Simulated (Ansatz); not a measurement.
AgI (zinc blende)

```yaml
crystal:
  lattice:
    - [0.00000, 3.22493, 3.22493]
    - [3.22493, 0.00000, 3.22493]
    - [3.22493, 3.22493, 0.00000]
  atoms:
    - { symbol: I, position: [0.75000, 0.75000, 0.75000] }
    - { symbol: Ag, position: [0.00000, 0.00000, 0.00000] }
```

The volume is varied about the relaxed value V₀ at fixed cell shape. Symmetry pins the atoms to their sites.

Method: PBEsol (plane waves to 420 eV, PAW, scalar-relativistic; Ansatz, a quantum-chemistry and plane-wave program). k mesh 9×9×9 (Γ-centred), Fermi-Dirac smearing 0.05 eV. E stands for the smeared free energy. Stress and pressure are positive under compression. AgI was relaxed with its symmetry unable to fall. Spin-orbit coupling is left out, though I is heavy. The zero of ΔE is the relaxed starting cell.

```
V (Å³/atom)  ΔE (meV/atom)
-----------  -------------
31.527                14.8
32.031                 8.1
32.534            withheld
33.037                 0.8
33.540                 0.0
34.043                 0.8
34.546                 3.0
35.049                 6.6
35.552                11.3
```

### Question
Fit a third-order Birch-Murnaghan form (E₀, V₀, B₀, B₀′ free) to the given rows and predict ΔE at V = 32.534.

### Answer
Least squares on the 8 given rows: ΔE = E₀ + (9V₀B₀/16)·y²·[2 + (B₀′ − 4)y], y = (V₀/V)^(2/3) − 1, with V₀ = 33.541 Å³/atom, B₀ = 34.22 GPa (160.2 GPa = 1 eV/Å³; the term in eV is multiplied by 1000), B₀′ = 5.65, E₀ = 0.00 meV/atom; root-mean-square residual 0.03 meV/atom. At 32.534 the fit gives 3.5 meV/atom; the calculation gives 3.5 meV/atom, the same to the digits shown. For the pressure the fit gives 1.14 GPa against the computed 1.14 GPa.

(Under strain, the slope of the energy per volume gives the stress and its curvature an elastic modulus.)
